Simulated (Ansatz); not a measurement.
SiC2:
```
SiC2
1.0
    3.16309     0.00000     0.00000
    0.00000     3.16309     0.00000
    0.00000     0.00000     6.85207
Si C
2 4
Cartesian
  0.00000   0.00000   1.71302
  0.00000   0.00000   5.13905
  0.00000   1.58154   0.68027
  1.58154   0.00000   4.10630
  0.00000   1.58154   6.17180
  1.58154   0.00000   2.74577
```

Relaxed with r²SCAN.

Q: Map the valence electron density (e/Å³), cut off at 1 on the plane through (0.000, 0.000, 0.250) spanned by u = [1, 0, 0] and v = [0, 0, 1] in lattice vectors, from r²SCAN (plane waves, PAW; program Ansatz).

A: x is the fraction of u, y of v (the angle between them is 90°; rows are the nearest grid lines); atoms in the plane: Si at (0.00, 0.00), Si at (0.00, 0.50), C at (0.50, 0.35), C at (0.50, 0.15).
```
|00134433333443100|
|00123221112232100|
|22221100000112222|
|33221000000012233|
|11100000000000111|
|10000000000000001|
|00000000000000000|
|10000000000000001|
|22210000000001222|
|33221000000012233|
|11222111011122211|
|00123221112232100|
|01256666666665210|
|12468999999986421|
|33579999999997533|
|22358999999985322|
|11125999999952111|
|00124799999742100|
|11125999999952111|
|11246999999964211|
|33579999999997533|
|23579999999997532|
|01256666666665210|
|00134433333443100|
```
Scale: ten equal steps from 0.019 (start of '0') to 1.00 (end of '9'), in the order '0123456789'; x runs from 0.000 to 1.00, y from 0.000 (bottom) to 1.00 (top).

The density is the valence pseudo-density with augmentation charge, so density and ELF within about 1 Å of a nucleus are not all-electron values.

Space group P4_2/mmc. The start of the workflow was typed in or built on a structure type; neither database checked (COD, Materials Project) lists it. Its standing as an ambient phase is unchecked. The r²SCAN relaxation kept the symmetry of its start; whether a distortion lowers the energy is not shown. Its formation energy is positive at this level, so the cell may be metastable or incomplete.

Potentials: the later of the program's two PAW sets.
